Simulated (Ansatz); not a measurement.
In2GaAs3:
```
CELL_PARAMETERS angstrom
     -2.10339     2.10339     8.98849
      2.10339    -2.10339     8.98849
      2.10339     2.10339    -8.98849
ATOMIC_POSITIONS crystal
  In 0.33722 0.33722 0.00000
  In 0.66278 0.66278 0.00000
  Ga 0.00000 0.00000 0.00000
  As 0.25000 0.75000 0.50000
  As 0.57492 0.07492 0.50000
  As 0.92508 0.42508 0.50000
```

Relaxed with r²SCAN. Special points in fractions of this cell's reciprocal vectors: Γ (0.000, 0.000, 0.000); X (0.000, 0.000, 0.500); P (0.250, 0.250, 0.250); N (0.000, 0.500, 0.000); M (0.500, 0.500, -0.500); S (0.264, 0.736, -0.264); S0 (-0.264, 0.264, 0.264); R (-0.027, 0.027, 0.500); G (0.500, 0.500, -0.027).

**Question.** List the band energies nearest the valence-band maximum at these points for r²SCAN (plane waves, PAW; program Ansatz).

**Answer.** In eV from the valence-band maximum; about four levels below and three above (degenerate sets whole), none deeper than 8.9 eV; points with the same levels are listed once.

```json
[
 {"k": "Γ", "below": "-1.77 -1.77 -0.13 0.00 0.00", "above": "0.20 1.97 1.99"},
 {"k": "X", "below": "-2.91 -2.91 -2.47 -2.45", "above": "1.80 2.16 3.34"},
 {"k": "P", "below": "-2.78 -2.69 -2.59 -2.54", "above": "2.23 2.27 2.49"},
 {"k": "N", "below": "-1.55 -1.09 -0.91 -0.85", "above": "1.12 2.34 2.86"},
 {"k": "M", "below": "-1.02 -1.02 -0.71 -0.71", "above": "1.73 1.83 2.70"},
 {"k": "S", "below": "-1.54 -1.45 -0.94 -0.80", "above": "1.36 1.80 2.96"},
 {"k": "R", "below": "-2.86 -2.83 -2.49 -2.47", "above": "1.85 2.21 3.35"}
]
```

Space group I-4m2. The workflow started from a Materials Project entry (that database holds measured and hypothetical structures alike); the Crystallography Open Database copy checked does not list it. With In and Ga taken as one species the cell has the higher symmetry F-43m, so it may be an ordered model of a mixed-site phase. Its standing as an ambient phase is unchecked. Symmetry was held in the r²SCAN relaxation; its stability against distortions is not shown here. Scalar-relativistic: spin–orbit coupling is off unless named, which matters more the heavier the elements.

Potentials: the later of the program's two PAW sets.
